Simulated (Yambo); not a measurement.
MgS: sweep of GW parameters

G0W0@PBEsol for MgS (zinc blende, space group F-43m, No. 216) in Yambo. Reference settings: 4×4×4 Γ-centred k mesh, bands 5 to 100 and a 10 Ry block in the screening, 100 bands in G with the Bruneval-Gonze terminator, plasmon pole fitted at 27.2 eV. The PBEsol gap Γ → Γ on this mesh is 3.31 eV; G0W0 gaps are taken between the same points.

| change from the reference | G0W0 gap Γ → Γ (eV) | shift of the valence edge (eV) | rough Yambo cost |
|---|---|---|---|
| reference settings | 5.19 | -1.37 | 1 |
| 34 bands in G | 5.19 | -1.34 | – |
| wavefunctions cut at 25 Ry | 5.25 | -1.36 | within a factor of two |
| no point-group symmetry | 5.19 | -1.35 | about 4× |
| 34 bands in G, no terminator | 5.03 | -0.96 | – |
| no terminator | 5.16 | -1.30 | – |

The reference isn't shown to be the converged limit. Costs are rough (shared machines), scaled to the same edge states, and given only for runs that recompute the screening.

Geometry relaxed with PBEsol; primitive cell a = b = c = 3.997 Å, α = β = γ = 60.00°.

This is not the ordinary phase of the substance; no match was found in the copy of COD used, and its stability was not checked.

A shift is the quasiparticle energy of the state minus its PBEsol energy.
